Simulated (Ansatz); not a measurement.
**Zincblende alloy of InP and GaP (8 of 32 In sites exchanged), 64 atoms**

Ansatz, PAW, plane waves. PBEsol relaxation of volume and atoms (shape held) at the single k point (¼, ¼, ¼) without its symmetry partners; single points on the relaxed atoms at the single k point (¼, ¼, ¼) without its symmetry partners, onto which points of the small cell's zone fold. Arrangement: random. No spin–orbit coupling unless named.

Relaxed structure:

```cif
data_structure
_symmetry_space_group_name_H-M 'P 1'
_symmetry_Int_Tables_number 1
_cell_length_a 11.5347
_cell_length_b 11.5347
_cell_length_c 11.5347
_cell_angle_alpha 90.000
_cell_angle_beta 90.000
_cell_angle_gamma 90.000
_cell_volume 1534.69
loop_
_atom_site_label
_atom_site_type_symbol
_atom_site_fract_x
_atom_site_fract_y
_atom_site_fract_z
_atom_site_occupancy
In1 In 0.99799 0.99547 0.00268 1
In2 In 0.00272 0.99537 0.49754 1
In3 In 0.00290 0.50547 0.00186 1
In4 In 0.00709 0.50500 0.49853 1
In5 In 0.50245 0.99753 0.99468 1
In6 In 0.49768 0.50261 0.99546 1
In7 In 0.49418 0.50253 0.50371 1
In8 In 0.25301 0.25614 0.99807 1
In9 In 0.25484 0.25225 0.50223 1
In10 In 0.25070 0.74544 0.99960 1
In11 In 0.74703 0.24969 0.99704 1
In12 In 0.74521 0.24796 0.50265 1
In13 In 0.74792 0.75256 0.50022 1
In14 In 0.24979 0.99581 0.25433 1
In15 In 0.25651 0.99785 0.74537 1
In16 In 0.75044 0.99548 0.24964 1
In17 In 0.74261 0.99790 0.75009 1
In18 In 0.75262 0.50474 0.24772 1
In19 In 0.74569 0.50171 0.75222 1
In20 In 0.00275 0.25217 0.25013 1
In21 In 0.00253 0.25359 0.75031 1
In22 In 0.00301 0.74792 0.75011 1
In23 In 0.49732 0.25089 0.25274 1
In24 In 0.49816 0.75051 0.25189 1
Ga1 Ga 0.49692 0.99689 0.50391 1
Ga2 Ga 0.25217 0.74623 0.49884 1
Ga3 Ga 0.74918 0.74874 0.99914 1
Ga4 Ga 0.24804 0.50469 0.25239 1
Ga5 Ga 0.25533 0.50295 0.74752 1
Ga6 Ga 0.00161 0.74708 0.25018 1
Ga7 Ga 0.49611 0.24901 0.74739 1
Ga8 Ga 0.49744 0.74919 0.74602 1
P1 P 0.12743 0.12435 0.12389 1
P2 P 0.12578 0.12435 0.62317 1
P3 P 0.12634 0.62593 0.13783 1
P4 P 0.14069 0.62574 0.62590 1
P5 P 0.62364 0.12382 0.12488 1
P6 P 0.60816 0.12320 0.62530 1
P7 P 0.62883 0.63182 0.11793 1
P8 P 0.61818 0.63163 0.62959 1
P9 P 0.36889 0.38651 0.13306 1
P10 P 0.37528 0.37560 0.63806 1
P11 P 0.37477 0.87510 0.12243 1
P12 P 0.38038 0.86616 0.61649 1
P13 P 0.87514 0.37478 0.12180 1
P14 P 0.87479 0.37900 0.62301 1
P15 P 0.87431 0.85911 0.12552 1
P16 P 0.87508 0.87507 0.62611 1
P17 P 0.38054 0.11685 0.38371 1
P18 P 0.38140 0.13105 0.86850 1
P19 P 0.36325 0.62416 0.37431 1
P20 P 0.37453 0.62647 0.86039 1
P21 P 0.87541 0.12440 0.37489 1
P22 P 0.87446 0.12327 0.87344 1
P23 P 0.88103 0.63297 0.37094 1
P24 P 0.86917 0.63080 0.88096 1
P25 P 0.13451 0.38085 0.36958 1
P26 P 0.13271 0.38787 0.86764 1
P27 P 0.12515 0.85881 0.37543 1
P28 P 0.12794 0.87538 0.87459 1
P29 P 0.62418 0.37996 0.37583 1
P30 P 0.61503 0.36652 0.86665 1
P31 P 0.61692 0.88213 0.38241 1
P32 P 0.62292 0.85890 0.87316 1
```

**Question.** What are the mean bond lengths by pair (pairs within 1.2 times the sum of covalent radii, less contacts 15 % beyond the pair's median; cation–cation pairs of compounds aside; long ionic contacts are cut short by that bound)?

**Answer.** Ga–P 2.390 ± 0.021 Å (standard deviation, 32 bonds); In–P 2.536 ± 0.014 Å (standard deviation, 96 bonds).

**Question.** What gap lies between the top filled and the lowest empty level in the single points?

**Answer.** HSE06 2.56 eV (43 s on NVIDIA H100). Away from Γ this isn't the crystal's band gap. An indirect band minimum needn't fold onto Γ of this cell; where it doesn't, these gaps are too wide.
